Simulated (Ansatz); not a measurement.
NaF (rock salt)

```yaml
crystal:
  lattice:
    - [0.00000, 2.29725, 2.29725]
    - [2.29725, 0.00000, 2.29725]
    - [2.29725, 2.29725, 0.00000]
  atoms:
    - { symbol: F, position: [0.00000, 0.00000, 0.00000] }
    - { symbol: Na, position: [0.50000, 0.50000, 0.50000] }
```

The slice is a {110} plane (indices of the conventional cell) through the point (0.500, 0.500, 0.500) (fractional), spanned by u = [100] and v = [1 -1 -1] in vectors of this cell: u (3.25 Å) and v (4.59 Å, at 90° to u). It covers one period; positions are fractions (u, v).

Level of theory: r2SCAN (plane waves to 500 eV, PAW, scalar-relativistic; Ansatz, a first-principles code). k mesh 12×12×12. Inside the PAW spheres the values are not all-electron values, and peaks at nuclei hang on which shells count as valence. NaF was relaxed with its symmetry unable to fall.

Three fields on this plane, each scaled to ten steps between its own extremes (0 low, 9 high; the total valence density on a logarithmic scale, the potential cut 8 eV below its top; x marks points blanked near nuclei; v = 0 in the bottom row):

Map A
```
|xxxxxx322223xxxxx|
|xxxxx53222235xxxx|
|xxxxx42111124xxxx|
|xxxx4210000124xxx|
|xx65320000002356x|
|88764210000124678|
|xx98642100124689x|
|xxxx8642002468xxx|
|xxxxx85311358xxxx|
|xxxxx96422469xxxx|
|xxxxxx742247xxxxx|
|xxxxxx753357xxxxx|
|xxxxxx742247xxxxx|
|xxxxx96422469xxxx|
|xxxxx85311358xxxx|
|xxxx8642002468xxx|
|xx98642100124689x|
|88764210000124678|
|xx65320000002356x|
|xxxx4210000124xxx|
|xxxxx42111124xxxx|
|xxxxx53222235xxxx|
|xxxxxx322223xxxxx|
|xxxxxx432234xxxxx|
```

Map B
```
|xxxxxx000000xxxxx|
|xxxxx00000000xxxx|
|xxxxx00000000xxxx|
|xxxx0000000000xxx|
|xx00000000000000x|
|11100000000000011|
|xx76420000002467x|
|xxxx8510000158xxx|
|xxxxx83000038xxxx|
|xxxxx95100159xxxx|
|xxxxxx610016xxxxx|
|xxxxxx610016xxxxx|
|xxxxxx610016xxxxx|
|xxxxx95100159xxxx|
|xxxxx83000038xxxx|
|xxxx8510000158xxx|
|xx76420000002467x|
|11100000000000011|
|xx00000000000000x|
|xxxx0000000000xxx|
|xxxxx00000000xxxx|
|xxxxx00000000xxxx|
|xxxxxx000000xxxxx|
|xxxxxx000000xxxxx|
```

Map C
```
|xxxxxx367763xxxxx|
|xxxxx04677640xxxx|
|xxxxx25777752xxxx|
|xxxx1467887641xxx|
|xx02467788776420x|
|44567788888877654|
|xx78888888888887x|
|xxxx9998888999xxx|
|xxxxx99888899xxxx|
|xxxxx99877899xxxx|
|xxxxxx987789xxxxx|
|xxxxxx987789xxxxx|
|xxxxxx987789xxxxx|
|xxxxx99877899xxxx|
|xxxxx99888899xxxx|
|xxxx9998888999xxx|
|xx78888888888887x|
|44567788888877654|
|xx02467788776420x|
|xxxx1467887641xxx|
|xxxxx25777752xxxx|
|xxxxx04677640xxxx|
|xxxxxx367763xxxxx|
|xxxxxx367763xxxxx|
```

Question: Assign the maps to these fields: electron localisation function (ELF); valence electron density; electrostatic potential energy of an electron, from the cell's mean.

Answer: A is the valence electron density; B is the electron localisation function (ELF); C is the electrostatic potential energy of an electron, from the cell's mean.
